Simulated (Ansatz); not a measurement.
**ScCu: a vibration from a frozen displacement**

Method: Ansatz, DFT PBEsol, scalar-relativistic, plane waves, PAW. Cutoff 420 eV, Γ-centred 14×14×14 k-points, Gaussian smearing of 0.15 eV. No spin polarisation. Energies are free energies at this smearing, counted from the undisturbed cell; pressure is positive in compression.

Reference structure (as given, not relaxed at this level; it stands at -3.9 GPa, and it needn't be the usual structure):

```
Sc Cu
1.0
     3.25600    0.00000    0.00000
     0.00000    3.25600    0.00000
     0.00000    0.00000    3.25600
Sc Cu
1 1
Direct
  0.50000 0.50000 0.50000
  0.00000 0.00000 0.00000
```

Every Cu atom is moved by x along the Cartesian unit vector (0.000, 0.000, 1.000); the cell and all other atoms stay fixed. The cell's volume is 34.52 Å³; the moved atoms weigh 63.546 u together and the others 44.956 u. Some rows repeat others by symmetry and weren't run.

```csv
x (Å),ΔE (meV/cell),total force on the moved atoms along the move (eV/Å),pressure (GPa)
-0.2000,61.53,0.6211,-2.9208
-0.1750,47.00,0.5410,-3.1449
-0.1500,34.46,0.4619,-3.3400
-0.1250,23.89,0.3835,-3.5056
-0.1000,15.27,0.3059,-3.6415
-0.0750,8.58,0.2289,-3.7475
-0.0500,3.81,0.1523,-3.8233
-0.0250,0.95,0.0761,-3.8688
0.0000,0.00,0.0000,-3.8840
0.0250,0.95,-0.0761,-3.8688
0.0500,3.81,-0.1523,-3.8233
0.0750,8.58,-0.2289,-3.7475
0.1000,15.27,-0.3059,-3.6415
0.1250,23.89,-0.3835,-3.5056
0.1500,34.46,-0.4619,-3.3400
0.1750,47.00,-0.5410,-3.1449
0.2000,61.53,-0.6211,-2.9208
```

Question: What frequency belongs to this motion?

Answer: The force constant is k = −dF/dx = 3.044 eV/Å², from the parabola through x = -0.0250, 0 and 0.0250. In every cell the moved atoms swing against the rest, so the mass is μ = m₁m₂/(m₁ + m₂) = 26.329 u, and ν̃ = 521.5 cm⁻¹ × √(|k|/μ) = 177 cm⁻¹, at this cell's pressure of -3.9 GPa. To first order in x, and within 1 %, the force on every atom lies along the move and, within each of the two groups, in proportion to the atom's mass, so this is itself a mode at the zone centre of this cell.

Question: How far does the harmonic law reach?

Answer: At x = -0.200 Å, kx²/2 = 60.88 meV against the computed 61.53 meV (+1.1 %): the well is still close to harmonic there.

Question: The pressure changes with x². What does that say about the frequency under compression?

Answer: With E = k(V)x²/2, k ∝ V^(−2γ) and x scaling with the cell as V^(1/3), P − P0 = −∂E/∂V = (2γ − 2/3) ΔE/V. At x = 0.0500 Å, V(P − P0) = 34.52 × 0.06073 / 160.2 eV = 13.08 meV and ΔE = 3.81 meV, so γ = 1/3 + V(P − P0)/(2ΔE) = 2.05. This is the Grüneisen parameter of the motion under uniform scaling of the cell: shrinking the cell evenly by 1 % in volume raises the frequency by about 2.05 %.

In a metal these slopes depend on the k mesh and the smearing.